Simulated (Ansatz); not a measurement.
What does Ansatz print for the nuclei with this input?

The cell is a structure deposited in the COD whose atoms were relaxed with PBE, the cell held.

```yaml
crystal:
  lattice:
    - [0.0, 5.2593, 5.2593]
    - [5.2593, 0.0, 5.2593]
    - [5.2593, 5.2593, 0.0]
  atoms:
    - { symbol: Zn, position: [0.5, 0.5, 0.5] }
    - { symbol: Pt, position: [0.0, 0.0, 0.0] }
    - { symbol: C, position: [0.1902532872, 0.1902532872, 0.8097467128] }
    - { symbol: C, position: [0.8097467128, 0.8097467128, 0.1902532872] }
    - { symbol: C, position: [0.8097467128, 0.1902532872, 0.1902532872] }
    - { symbol: C, position: [0.1902532872, 0.8097467128, 0.8097467128] }
    - { symbol: C, position: [0.1902532872, 0.8097467128, 0.1902532872] }
    - { symbol: C, position: [0.8097467128, 0.1902532872, 0.8097467128] }
    - { symbol: "N", position: [0.3001421816, 0.3001421816, 0.6998578184] }
    - { symbol: "N", position: [0.6998578184, 0.6998578184, 0.3001421816] }
    - { symbol: "N", position: [0.6998578184, 0.3001421816, 0.3001421816] }
    - { symbol: "N", position: [0.3001421816, 0.6998578184, 0.6998578184] }
    - { symbol: "N", position: [0.3001421816, 0.6998578184, 0.3001421816] }
    - { symbol: "N", position: [0.6998578184, 0.3001421816, 0.6998578184] }
kpoints:
  mp_grid: { grid: [6, 6, 6] }
scf:
  occupations: { method: fermi_dirac, width: 0.05 }
hamiltonian:
  xc: r2scan
  pseudopotentials: { kind: paw }
output:
  forces: true
  stress: true
  populations: true
  efg:
    quadrupole_moments_barn: { Zn: 0.122, "N": 0.02044 }
    contact_densities: true
```

```sh
ansatz run input.yaml --threads 1 --pin off --max-ram 3072MiB --backend cpu --events-out ev --progress --plain --runs-dir out
```

Of the output, the block on the nuclei alone is shown; the set-up, the SCF iterations, energies, forces and stress are cut. One atom of each set with nearly equal values is shown.

```
--- PAW observables at the nuclei: V_zz in 10²¹ V/m², potentials from the cell's mean, atoms counted from 1 ---
  atom   1  Zn V_zz =    -0.000000   η = 0.0000   by run symmetry: forbidden   C_q = -0.0000 MHz
            electrostatic potential = -3937.198107 V   contact ρ = 166422.879318 e/Å³
  atom   2  Pt V_zz =    +0.000000   η = 0.0000   by run symmetry: forbidden
            electrostatic potential = -16098.800803 V   contact ρ = 12079343.793472 e/Å³
  atom   3  C  V_zz =    -4.134605   η = 0.0000   by run symmetry: allowed
            electrostatic potential = -407.133719 V   contact ρ = 868.082795 e/Å³
  atom   9  N  V_zz =    -6.093460   η = 0.0000   by run symmetry: allowed   C_q = -3.0116 MHz
            electrostatic potential = -507.061355 V   contact ρ = 1414.148622 e/Å³
```

The run took 1.9 min of wall time (1.9 min of CPU time) and 1.6 GiB at its peak, on 1 thread of Arm Neoverse N1 (aarch64; 36 cores open to the job, memory cap 3.0 GiB, no GPU), a shared host with a load of 1.0 a core.

The largest force is 0.8 eV/Å, so the atoms aren't at the calculated equilibrium and relaxing them would move these values. Without spin–orbit coupling the gradients at and beside Pt can be off by some per cent, at some sites by more. The database entry as given showed forces above 3 eV/Å or a pressure above 30 GPa, though relaxing it moves no atom far.
